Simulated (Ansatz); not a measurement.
Course of a relaxation: TlInC3N3

The cell of TlInC3N3 is invented: cyanide-bridged rock-salt net of two metals, 2 guest cations a cell (Fm-3m, No. 225). The dimensions are guesses.

```
Tl In C N
1.0
     0.00000    5.26850    5.26850
     5.26850    0.00000    5.26850
     5.26850    5.26850    0.00000
Tl In C N
2 2 6 6
Direct
  0.25000 0.25000 0.25000
  0.75000 0.75000 0.75000
  0.00000 0.00000 0.00000
  0.50000 0.50000 0.50000
  0.81010 0.18990 0.18990
  0.18990 0.81010 0.18990
  0.18990 0.18990 0.81010
  0.18990 0.81010 0.81010
  0.81010 0.18990 0.81010
  0.81010 0.81010 0.18990
  0.69906 0.30094 0.30094
  0.30094 0.69906 0.30094
  0.30094 0.30094 0.69906
  0.30094 0.69906 0.69906
  0.69906 0.30094 0.69906
  0.69906 0.69906 0.30094
```

Theory: DFT PBE, scalar-relativistic, plane waves, PAW (Ansatz 0.2.0). Cutoff 420 eV, Gaussian smearing, Γ-centred meshes. Cell and atoms relax first on a coarse mesh and then on a finer one. In between, the cell is made exact in the group found at 0.06 Å. In metals the finer mesh still leaves noise of several meV/atom or more. The steps can't lower the symmetry of their start. No spin polarisation.

Steps on the 4×4×4 mesh (16 atoms, 10 steps). The free energy counts from the last step; the plane-wave basis is renewed at times, which shifts energy and pressure.

```
step  ΔF (meV/atom)  V (Å³/atom)  P (GPa)  largest force component (eV/Å)
   1          334.0        18.28    18.18                           4.958
   2           58.5        21.09     5.11                           0.685
   3           31.6        22.37     1.30                           0.403
   4           27.7        22.89     0.26                           0.072
   5           27.6        23.03     0.02                           0.025
   6            3.3        23.03     1.23                           0.042
   7            1.9        23.81    -0.19                           0.313
   8            1.9        24.02    -0.06                           0.045
   9            1.7        23.95     0.01                           0.002
  10            0.0        23.95     0.01                           0.002
```

The relaxed structure, after a last relaxation on the converged mesh:

```
CELL_PARAMETERS angstrom
0.00000 5.76465 5.76465
5.76465 0.00000 5.76465
5.76465 5.76465 0.00000
ATOMIC_POSITIONS crystal
Tl 0.25000 0.25000 0.25000
Tl 0.75000 0.75000 0.75000
In 0.00000 0.00000 0.00000
In 0.50000 0.50000 0.50000
C 0.79417 0.20583 0.20583
C 0.20583 0.79417 0.20583
C 0.20583 0.20583 0.79417
C 0.20583 0.79417 0.79417
C 0.79417 0.20583 0.79417
C 0.79417 0.79417 0.20583
N 0.69286 0.30714 0.30714
N 0.30714 0.69286 0.30714
N 0.30714 0.30714 0.69286
N 0.30714 0.69286 0.69286
N 0.69286 0.30714 0.69286
N 0.69286 0.69286 0.30714
```

The symmetry stays Fm-3m (No. 225). The volume per atom grows by 31.0 %, from 18.3 to 23.9 Å³. The shortest distance stays 1.17 Å (C–N). The energy falls by about 0.33 eV/atom (the start's value is from the coarse mesh). Tl is surrounded by 12 C at 4.11 Å and 12 N at 4.13 Å (long against covalent radii, as for large ions); around In on its first site lie 6 C at 2.37 Å; around C lie 1 N at 1.17 Å, 1 In at 2.37 Å, 4 C at 3.36 Å, 1 In at 3.39 Å, 4 N at 4.06 Å, 4 Tl at 4.11 Å and 4 N at 4.26 Å; N is surrounded by 1 C at 1.17 Å, 1 In at 2.22 Å, 4 N at 3.14 Å, 1 In at 3.54 Å, 4 C at 4.06 Å, 4 Tl at 4.13 Å and 4 C at 4.26 Å; 1 more site not described.

```json
{
 "Volume per atom": "23.95 Å³",
 "Density": "3.44 g/cm³",
 "Formation energy": "+0.60 eV/atom",
 "Gap on the 6×6×6 mesh of the 16-atom cell": "0 eV (a metal)"
}
```

Formation energies are uncorrected and refer to the elements' standard structures at the same level (N₂ as a molecule).

The last run used Gaussian smearing of 0.10 eV. These runs have no spin–orbit coupling, which can matter for Tl. Tl stands nearly free of neighbours here, and without spin polarisation the energy of such atoms comes out too high. The reference form of C is held partly by dispersion forces, which this level lacks. Symmetry constrained the relaxation, so the result can be a saddle point. In all, the 3 runs took 3.2 min on 1 thread of Intel(R) Xeon(R) Platinum 8488C (Sapphire Rapids), on a shared host.
